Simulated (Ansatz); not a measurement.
Notes on Cr₃Ga

```
Cr Ga
1.0
     4.65921    0.00000    0.00000
     0.00000    4.65921    0.00000
     0.00000    0.00000    4.65921
Cr Ga
6 2
Direct
  0.25000 0.00000 0.50000
  0.50000 0.75000 0.00000
  0.75000 0.00000 0.50000
  0.50000 0.25000 0.00000
  0.00000 0.50000 0.75000
  0.00000 0.50000 0.25000
  0.00000 0.00000 0.00000
  0.50000 0.50000 0.50000
```

Method: r2SCAN, no spin polarisation; PAW, plane waves to 500 eV, 7×7×7 Γ-centred mesh, fermi-dirac occupations (width 0.1 eV) (Ansatz 0.2.0), atoms fixed.

Question: What does the stress say?

Answer: The pressure is -13.9 GPa (compression positive), so with the atoms held at these fractions the cell would first shrink.

Question: Describe some of the short contacts.

Answer: Cr–Cr at 2.33 Å: least valence density 0.48 e/Å³ and ELF 0.28 there. Cr–Ga at 2.60 Å: least valence density 0.29 e/Å³ and ELF 0.24 there. These are pseudo-fields; inside the PAW spheres they differ from the all-electron ones.

Question: What is the formation energy?

Answer: 0.19 eV an atom against the elements' usual phases (free molecules for gases, crystals otherwise, with no correction for O₂ or N₂), so at this geometry it isn't bound against them. Relaxing would lower it.

Question: Is there a gap?

Answer: It is a metal, with about 5.8 states/eV a cell as the mean within 0.25 eV of the Fermi level, mostly Cr d (94 %).

Origin: a database entry at a rescaled volume. Caveats: no spin polarisation, so a magnetic state may lie lower; atoms or cell far from equilibrium.
